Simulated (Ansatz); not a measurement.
ZnS (zinc blende)

```
ZnS
1.0
    0.00000     2.72172     2.72172
    2.72172     0.00000     2.72172
    2.72172     2.72172     0.00000
S Zn
1 1
Direct
  0.75000   0.75000   0.75000
  0.00000   0.00000   0.00000
```

The slice is a {110} plane (indices of the conventional cell) through the point (0.000, 0.000, 0.000) (fractional), spanned by u = [100] and v = [1 -1 -1] in vectors of this cell: u (3.85 Å) and v (5.44 Å, at 90° to u). It covers one period; positions are fractions (u, v).

Level of theory: PBE (plane waves to 420 eV, PAW, scalar-relativistic; Ansatz, a program for electronic structure). k mesh 10×10×10. Near the nuclei the fields are pseudised (PAW); where an atom keeps semicore shells as valence, they peak there. ZnS was relaxed with its symmetry unable to fall.

What is the ELF at the density minimum of the shortest S–Zn line in this plane (2.36 Å)?

0.3.

The ELF has a maximum in the middle third of the S–Zn line. Where, and how high?

0.90, 0.8 Å from S.

What is the valence density on the shortest S–Zn line in this plane (2.36 Å), at its minimum between the atoms?

0.46 e/Å³.

Predict the map of the valence electron density on the slice.


```
|9999886655443333222222222222222233334455668899|
|8888776655443322222211111111222222334455667788|
|6666665544333322221111111111112222333344556666|
|5555554433332222111111000011111122223333445555|
|4444443333222211110000000000001111222233334444|
|3333333322221111110000000000001111112222333333|
|2222222222111111000000000000000011111122222222|
|2222222211111100000000000000000000111111222222|
|2222111111111100000000000000000000111111111122|
|1111111111110000000000000000000000001111111111|
|1111111100000000000000000000000000000000111111|
|0000000000000000000000000000000000000000000000|
|0000000000000000111111111111111100000000000000|
|0000000000001111111111111111111111110000000000|
|0000000000111111112222222222221111111100000000|
|0000000011111122222222333322222222111111000000|
|0000000011112222333333333333333322221111000000|
|0000001111222233333344444444333333222211110000|
|0000111122223333444444444444444433332222111100|
|0011111122333344445555555555554444333322111111|
|1111112222334444555555555555555544443322221111|
|1111222233334444555555444455555544443333222211|
|2222222233444455555544333344555555444433222222|
|2222223333444455555544111144555555444433332222|
|2233333333444455555544333344555555444433333333|
|3333333333444455555555444455555555444433333333|
|4444444444444444555555555555555544444444444444|
|5555554444444444445555555555554444444444445555|
|6666665544444444444444444444444444444444556666|
|8888776655444444444444444444444444444455667788|
|9999886655443333333333333333333333334455668899|
|9999886655443333333333333333333333334455668899|
```
Scale: ten equal steps from -1.84 (start of '0') to 1.66 (end of '9'), in the order '0123456789'. Values: log₁₀ of the valence density in e/Å³. The map has 23 points along u (two characters each, u = 0 at the left) and 32 along v (v = 0 in the bottom row). The scale is logarithmic, as a density can span decades between atoms and voids.
